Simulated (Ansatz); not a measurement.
The relaxed structure here is a generated cell of Si2Mo: the first start was made by placing the elements on the sites of a structure type, and the end was not matched to a known phase here, so it may be hypothetical. Known forms of Si2Mo include space group No. 139.

A relaxed cell of Si₂Mo (Pn-3m (No. 224)), relaxed on a k-mesh at least as fine as the one used below. Computed with PBE (plane waves to 420 eV, PAW, scalar-relativistic; Ansatz, a program for electronic structure). Γ-centred k-mesh 5×3×5 on the run's cell (coarser than for final values), Fermi–Dirac smearing 0.05 eV.

```
Si2Mo
1.0
    5.40104     0.00000     0.00000
    0.00000    10.80208     0.00000
    0.00000     0.00000     5.40104
Si Mo
8 4
Direct
  0.75000   0.37500   0.75000
  0.75000   0.87500   0.75000
  0.75000   0.12500   0.25000
  0.75000   0.62500   0.25000
  0.25000   0.37500   0.25000
  0.25000   0.87500   0.25000
  0.25000   0.12500   0.75000
  0.25000   0.62500   0.75000
  0.00000   0.00000   0.00000
  0.00000   0.50000   0.00000
  0.50000   0.25000   0.50000
  0.50000   0.75000   0.50000
```

The atoms are displaced by (Å):

| atom | ux | uy | uz |
|---|---|---|---|
| Si1 | -0.006 | -0.028 | 0.017 |
| Si2 | -0.071 | -0.095 | 0.111 |
| Si3 | 0.004 | -0.011 | -0.095 |
| Si4 | -0.091 | 0.030 | -0.108 |
| Si5 | -0.161 | 0.066 | -0.119 |
| Si6 | 0.000 | 0.050 | 0.010 |
| Si7 | -0.118 | -0.117 | 0.015 |
| Si8 | 0.026 | -0.019 | 0.000 |
| Mo9 | -0.045 | -0.035 | 0.004 |
| Mo10 | 0.009 | 0.099 | -0.092 |
| Mo11 | -0.016 | 0.019 | 0.152 |
| Mo12 | 0.027 | -0.135 | 0.029 |

**Question.** What forces (eV/Å) and pressure result?

**Answer.** 
| atom | Fx | Fy | Fz |
|---|---|---|---|
| Si1 | 0.97 | 0.71 | 0.86 |
| Si2 | -0.22 | -0.32 | -0.18 |
| Si3 | -1.11 | 1.36 | 1.36 |
| Si4 | 0.57 | -0.53 | -0.61 |
| Si5 | 1.56 | -1.35 | 1.64 |
| Si6 | 0.90 | -0.87 | 0.92 |
| Si7 | 1.13 | 1.17 | -0.89 |
| Si8 | 0.59 | 0.16 | -0.35 |
| Mo9 | -0.43 | -1.12 | 0.19 |
| Mo10 | -1.87 | -0.36 | 0.23 |
| Mo11 | -1.52 | -1.05 | -2.53 |
| Mo12 | -0.55 | 2.21 | -0.65 |

Pressure +0.9 GPa.

**Question.** Estimate the energy cost of the displacement in the harmonic approximation and compare with the calculation.

**Answer.** For a harmonic well ΔE = −½ Σ F·u = 0.851 eV a cell, or 71 meV/atom. The calculated energy relative to the undisplaced cell is +0.07 eV/atom, so the harmonic estimate holds well.

The undisplaced cell is probably no minimum: from this displacement the run went on to P1 (No. 1), 1.39 eV/atom below it.

No spin polarisation in the result.
